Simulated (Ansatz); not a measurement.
Structure relaxation, Ba

The start is a randomly generated symmetric cell of Ba (space group No. 166). Cell shape, volume and atoms are optimised at zero target pressure with r2SCAN (plane waves to 500 eV, PAW, scalar-relativistic; Ansatz, a first-principles code). First-step values are on the input's coarse k-mesh.

Ansatz input (later rounds restart from its end on a renewed k-mesh):
Ansatz 0.2 input:
```yaml
crystal:
  lattice:
    - [5.7415119, 3.3148634, 2.3531074]
    - [-5.7415119, 3.3148634, 2.3531074]
    - [0, -6.6297269, 2.3531074]
  atoms:
    - { symbol: Ba, position: [0.5, 0.5, 0] }
    - { symbol: Ba, position: [0, 0.5, 0.5] }
    - { symbol: Ba, position: [0.5, 0, 0.5] }
    - { symbol: Ba, position: [0.5, 0.5, 0.5] }
basis: { ecutwfc: 500, ecutrho_ratio: 4, xc_grid: 4, fft_grid_basis: typed }
kpoints: { mp_grid: { grid: [6, 6, 6] } }
hamiltonian:
  xc: r2scan
  dispersion: none
  pseudopotentials: { azcp: { folder: ./paw }, kind: paw }
scf: { occupations: { method: fermi_dirac, width: 0.05 } }
relax: { f_tol: 0.01, max_steps: 100, cell: { stress_tol: 0.02 } }
output: { forces: true, stress: true }
```

Problem. How does the volume per atom move from start to end?

Solution. -1.9 %, from 67.18 to 65.93 Å³/atom.

Problem. Is the relaxed structure metallic? Give its gap.

Solution. Zero (metallic).

Problem. What does it relax into? Give the structure.

Solution. 
Space group R-3m, hexagonal axes (No. 166); a = b = 14.7485 Å, c = 4.1997 Å, α = β = 90.00°, γ = 120.00°

```
atom  site  symmetry       x       y       z
----  ----  --------  ------  ------  ------
Ba      9e      .2/m  0.0000  0.5000  0.0000
Ba      3b       -3m  0.0000  0.0000  0.5000
```
(The calculation used a cell of 4 atoms; values per cell refer to that cell.)

The space group stays R-3m (No. 166) (the run could not lower it), with 4 atoms in the primitive cell. Final values are on a 12×12×12 k-mesh of the relaxed cell. No spin polarisation in the result.

The run could not lose the symmetry of its start, so the end can be a saddle point.

All atoms sit on sites fixed by symmetry, so only the cell could relax.

The relaxed structure here is a generated cell of Ba: the first start was made by a random draw of sites in a space group, and the end was not matched to a known phase here, so it may be hypothetical. Known forms of Ba include space group No. 229.
